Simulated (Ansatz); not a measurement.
HfOs (CsCl type, Pm-3m) at seven volumes, DFT-r²SCAN in the program Ansatz with PAW potentials, scaled uniformly. One row is withheld.

```csv
V (Å³/atom),P (GPa)
15.538,?
16.051,16.49
16.563,7.61
17.075,0.00
17.587,-6.50
18.100,-12.08
18.612,-16.87
```

Task: Fit the shown pressures and predict the withheld one.

Result: P = (3/2)B₀(x^(7/2) − x^(5/2))[1 + (3/4)(B′ − 4)(x − 1)] with x = (V₀/V)^(2/3). Least squares on the six rows gives V₀ = 17.076 Å³/atom, B₀ = 234 GPa, B′ = 4.17. At V = 15.538, x = 1.0649 and P = 26.90 GPa. The run itself gave 26.96 GPa.

The workflow started from an entry of the Crystallography Open Database (COD). Its standing as an ambient phase is unchecked. The cell was relaxed with r²SCAN under the symmetry of its start; whether a distortion lowers the energy is not shown. The run is not spin-polarised. Spin–orbit coupling is left out wherever it is not named.

Potentials: the later of the program's two PAW sets.
